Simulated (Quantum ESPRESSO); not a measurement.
## Calculated data, Si₇As (made-up cell)

Computed with Quantum ESPRESSO 7.5. Calculation on a made-up crystal cell, not a measurement: periodic Kohn-Sham density functional theory in plane waves with PseudoDojo standard norm-conserving scalar-relativistic pseudopotentials, each functional with its own files (v0.5 for PBE, v0.4.1 for LDA and PBEsol), no spin polarisation, no spin-orbit coupling, atoms not relaxed, stress positive in tension, energies less a fixed whole-eV offset for each atom's element; levels are Kohn-Sham levels at fractions of this cell's reciprocal vectors, counted from the reference band (half the neutral cell's valence electrons, rounded up) at Gamma; error bars cover cutoff and k-mesh only, not smearing or the files; added strain carries the atoms with the cell, and shear is the tensor component; each bar is the largest change over components, and at least 0.002 eV, 0.002 eV per angstrom or 0.02 GPa; energies are for the whole cell, and the offsets were chosen from early runs and are not element reference energies.

Settings shared by all entries: lattice type zincblende/diamond; functional pbe; cutoff 1143 eV; fermi dirac smearing 0.1 eV; scf tolerance 1e-07 eV; electrons removed 0; k mesh 6 x 6 x 6, shifted by half a step.

(1) Si₇As (made-up cell)

```xyz
8
Lattice="5.5852 0.0000 0.0000 0.0000 5.5852 0.0000 0.0000 0.0000 5.5852" Properties=species:S:1:pos:R:3 Si7As
Si     0.0598    -0.0182     0.1062
Si    -0.0531     2.8133     2.7756
Si     2.7498    -0.1143     2.8666
As     2.7702     2.7103    -0.0378
Si     1.4217     1.3244     1.3431
Si     1.3607     4.2298     4.1991
Si     4.1944     1.4208     4.3108
Si     4.1846     4.2435     1.3254
```

It finds free energy less offsets 1.02 eV; smearing term minus ts -0.08332 eV; scf iterations 10; pressure -2.71 GPa; stress xx 2.222 GPa; stress yy 2.246 GPa; stress zz 3.663 GPa; stress yz 0.2852 GPa; stress xz 1.868 GPa; stress xy -1.315 GPa; fermi level 0.8789 eV; reference band 22; error bar energy 0.002814 eV; error bar stress 0.0927 GPa; error bar force 0.01533 eV/Å; error bar next band up 0.002 eV; error bar fermi level 0.008428 eV; error bars from tighter rerun of a related cell.

Atoms:
```csv
atoms element,atom site,atom energy offset (eV)
Si,1,-115
Si,2,-115
Si,3,-115
As,4,-2887
Si,5,-115
Si,6,-115
Si,7,-115
Si,8,-115
```

Forces:
```csv
site,x (eV/Å),y (eV/Å),z (eV/Å)
1,-0.5453,0.1723,-1.153
2,0.2896,-0.2328,-0.07041
3,0.8897,1.349,-0.6494
4,-0.3622,1.215,0.5179
5,-0.2561,0.05236,2.069
6,-0.928,-0.5883,-0.2608
7,1.003,-1.522,-1.713
8,-0.09119,-0.4455,1.26
```

Levels:
```csv
level k point,next band up (eV)
Gamma,0.405
"(1/2,1/2,1/2)",0.9912
"(0.15,0,0)",0.7301
"(0,0.15,0)",0.6333
"(0,0,0.15)",0.7301
```

(2) Si₇As (made-up cell)

```xyz
8
Lattice="5.5852 0.0000 0.0000 0.0000 5.5852 0.0000 0.0000 0.0000 5.5852" Properties=species:S:1:pos:R:3 Si7As
Si     0.0598    -0.0182     0.1062
Si    -0.0531     2.8133     2.7756
Si     2.7498    -0.1143     2.8666
As     2.7702     2.7103    -0.0378
Si     1.4217     1.3544     1.3431
Si     1.3607     4.2298     4.1991
Si     4.1944     1.4208     4.3108
Si     4.1846     4.2435     1.3254
```

Results for Si₇As (made-up cell): free energy less offsets 1.023 eV; smearing term minus ts -0.08388 eV; scf iterations 10; pressure -2.743 GPa; stress xx 2.238 GPa; stress yy 2.328 GPa; stress zz 3.664 GPa; stress yz 0.3648 GPa; stress xz 2.126 GPa; stress xy -1.26 GPa; fermi level 0.8592 eV; reference band 22; error bar energy 0.002814 eV; error bar stress 0.0927 GPa; error bar force 0.01533 eV/Å; error bar next band up 0.002 eV; error bar fermi level 0.008428 eV; error bars from tighter rerun of a related cell.

Atoms:
```csv
atoms element,atom site,atom energy offset (eV)
Si,1,-115
Si,2,-115
Si,3,-115
As,4,-2887
Si,5,-115
Si,6,-115
Si,7,-115
Si,8,-115
```

Forces:
```csv
site,x (eV/Å),y (eV/Å),z (eV/Å)
1,-0.448,0.2867,-1.064
2,0.2584,-0.173,-0.04441
3,0.8611,1.412,-0.6819
4,-0.2948,1.297,0.4399
5,-0.3673,-0.2636,2.055
6,-0.9342,-0.5705,-0.2586
7,1.011,-1.56,-1.713
8,-0.08662,-0.4288,1.267
```

Levels:
```csv
level k point,next band up (eV)
Gamma,0.3662
"(1/2,1/2,1/2)",0.9581
"(0.15,0,0)",0.6955
"(0,0.15,0)",0.6197
"(0,0,0.15)",0.7201
```

(3) Si₇As (made-up cell)

```xyz
8
Lattice="5.5852 0.0000 0.0000 0.0000 5.5852 0.0000 0.0000 0.0000 5.5852" Properties=species:S:1:pos:R:3 Si7As
Si     0.0598    -0.0182     0.1062
Si    -0.0531     2.8133     2.7756
Si     2.7498    -0.1143     2.8666
As     2.7702     2.7103    -0.0378
Si     1.4217     1.3961     1.3431
Si     1.3607     4.2298     4.1991
Si     4.1944     1.4208     4.3108
Si     4.1846     4.2435     1.3254
```

The calculation gives: free energy less offsets 1.043 eV; smearing term minus ts -0.08467 eV; scf iterations 10; pressure -2.762 GPa; stress xx 2.219 GPa; stress yy 2.446 GPa; stress zz 3.622 GPa; stress yz 0.4763 GPa; stress xz 2.49 GPa; stress xy -1.188 GPa; fermi level 0.83 eV; reference band 22; error bar energy 0.002814 eV; error bar stress 0.0927 GPa; error bar force 0.01533 eV/Å; error bar next band up 0.002 eV; error bar fermi level 0.008428 eV; error bars from tighter rerun of a related cell.

Atoms:
```csv
atoms element,atom site,atom energy offset (eV)
Si,1,-115
Si,2,-115
Si,3,-115
As,4,-2887
Si,5,-115
Si,6,-115
Si,7,-115
Si,8,-115
```

Forces:
```csv
site,x (eV/Å),y (eV/Å),z (eV/Å)
1,-0.3236,0.44,-0.9487
2,0.2109,-0.0874,-0.004046
3,0.825,1.497,-0.7222
4,-0.1936,1.415,0.3243
5,-0.5185,-0.7002,2.043
6,-0.9419,-0.5468,-0.2557
7,1.022,-1.611,-1.712
8,-0.08072,-0.4066,1.275
```

Levels:
```csv
level k point,next band up (eV)
Gamma,0.3094
"(1/2,1/2,1/2)",0.9092
"(0.15,0,0)",0.6416
"(0,0.15,0)",0.5994
"(0,0,0.15)",0.6998
```

(4) Si₇As (made-up cell)

```xyz
8
Lattice="5.5852 0.0000 0.0000 0.0000 5.5852 0.0000 0.0000 0.0000 5.5852" Properties=species:S:1:pos:R:3 Si7As
Si     0.0598    -0.0182     0.1062
Si    -0.0531     2.8133     2.7756
Si     2.7498    -0.1143     2.8666
As     2.7702     2.7103    -0.0378
Si     1.4217     1.4391     1.3431
Si     1.3607     4.2298     4.1991
Si     4.1944     1.4208     4.3108
Si     4.1846     4.2435     1.3254
```

It finds free energy less offsets 1.083 eV; smearing term minus ts -0.08548 eV; scf iterations 10; pressure -2.748 GPa; stress xx 2.149 GPa; stress yy 2.57 GPa; stress zz 3.525 GPa; stress yz 0.5917 GPa; stress xz 2.872 GPa; stress xy -1.118 GPa; fermi level 0.797 eV; reference band 22; error bar energy 0.002814 eV; error bar stress 0.0927 GPa; error bar force 0.01533 eV/Å; error bar next band up 0.002 eV; error bar fermi level 0.008428 eV; error bars from tighter rerun of a related cell.

Atoms:
```csv
atoms element,atom site,atom energy offset (eV)
Si,1,-115
Si,2,-115
Si,3,-115
As,4,-2887
Si,5,-115
Si,6,-115
Si,7,-115
Si,8,-115
```

Forces:
```csv
site,x (eV/Å),y (eV/Å),z (eV/Å)
1,-0.2079,0.5903,-0.8405
2,0.1567,0.003534,0.04296
3,0.7916,1.579,-0.7581
4,-0.07891,1.542,0.1954
5,-0.6714,-1.145,2.042
6,-0.9488,-0.5235,-0.2529
7,1.034,-1.662,-1.712
8,-0.07542,-0.3847,1.283
```

Levels:
```csv
level k point,next band up (eV)
Gamma,0.2481
"(1/2,1/2,1/2)",0.8573
"(0.15,0,0)",0.5813
"(0,0.15,0)",0.5755
"(0,0,0.15)",0.6671
```

(5) Si₇As (made-up cell)

```xyz
8
Lattice="5.5852 0.0000 0.0000 0.0000 5.5852 0.0000 0.0000 0.0000 5.5852" Properties=species:S:1:pos:R:3 Si7As
Si     0.0598    -0.0182     0.1062
Si    -0.0531     2.8133     2.7756
Si     2.7498    -0.1143     2.8666
As     2.7702     2.7103    -0.0378
Si     1.4217     1.4637     1.3431
Si     1.3607     4.2298     4.1991
Si     4.1944     1.4208     4.3108
Si     4.1846     4.2435     1.3254
```

It finds free energy less offsets 1.114 eV; smearing term minus ts -0.08593 eV; scf iterations 10; pressure -2.725 GPa; stress xx 2.087 GPa; stress yy 2.641 GPa; stress zz 3.447 GPa; stress yz 0.6576 GPa; stress xz 3.094 GPa; stress xy -1.081 GPa; fermi level 0.7756 eV; reference band 22; error bar energy 0.002814 eV; error bar stress 0.0927 GPa; error bar force 0.01533 eV/Å; error bar next band up 0.002 eV; error bar fermi level 0.008428 eV; error bars from tighter rerun of this cell.

Atoms:
```csv
atoms element,atom site,atom energy offset (eV)
Si,1,-115
Si,2,-115
Si,3,-115
As,4,-2887
Si,5,-115
Si,6,-115
Si,7,-115
Si,8,-115
```

Forces:
```csv
site,x (eV/Å),y (eV/Å),z (eV/Å)
1,-0.147,0.6725,-0.7832
2,0.1233,0.05656,0.07232
3,0.7742,1.624,-0.7763
4,-0.008974,1.617,0.1175
5,-0.7577,-1.396,2.046
6,-0.952,-0.5107,-0.2515
7,1.041,-1.69,-1.712
8,-0.07271,-0.3726,1.287
```

Levels:
```csv
level k point,next band up (eV)
Gamma,0.2112
"(1/2,1/2,1/2)",0.826
"(0.15,0,0)",0.5441
"(0,0.15,0)",0.5592
"(0,0,0.15)",0.641
```

(6) Si₇As (made-up cell)

```xyz
8
Lattice="5.5852 0.0000 0.0000 0.0000 5.5852 0.0000 0.0000 0.0000 5.5852" Properties=species:S:1:pos:R:3 Si7As
Si     0.0598    -0.0182     0.1062
Si    -0.0531     2.8133     2.7756
Si     2.7498    -0.1143     2.8666
As     2.7702     2.7103    -0.0378
Si     1.4217     1.4771     1.3431
Si     1.3607     4.2298     4.1991
Si     4.1944     1.4208     4.3108
Si     4.1846     4.2435     1.3254
```

The calculation gives: free energy less offsets 1.134 eV; smearing term minus ts -0.08616 eV; scf iterations 10; pressure -2.708 GPa; stress xx 2.047 GPa; stress yy 2.681 GPa; stress zz 3.397 GPa; stress yz 0.6935 GPa; stress xz 3.216 GPa; stress xy -1.061 GPa; fermi level 0.7628 eV; reference band 22; error bar energy 0.002814 eV; error bar stress 0.0927 GPa; error bar force 0.01533 eV/Å; error bar next band up 0.002 eV; error bar fermi level 0.008428 eV; error bars from tighter rerun of a related cell.

Atoms:
```csv
atoms element,atom site,atom energy offset (eV)
Si,1,-115
Si,2,-115
Si,3,-115
As,4,-2887
Si,5,-115
Si,6,-115
Si,7,-115
Si,8,-115
```

Forces:
```csv
site,x (eV/Å),y (eV/Å),z (eV/Å)
1,-0.1154,0.7161,-0.7534
2,0.1043,0.0857,0.08907
3,0.7652,1.647,-0.7855
4,0.03052,1.658,0.07382
5,-0.8043,-1.531,2.05
6,-0.9536,-0.5038,-0.2508
7,1.045,-1.705,-1.713
8,-0.07135,-0.3662,1.289
```

Levels:
```csv
level k point,next band up (eV)
Gamma,0.1903
"(1/2,1/2,1/2)",0.8081
"(0.15,0,0)",0.5227
"(0,0.15,0)",0.5491
"(0,0,0.15)",0.6243
```
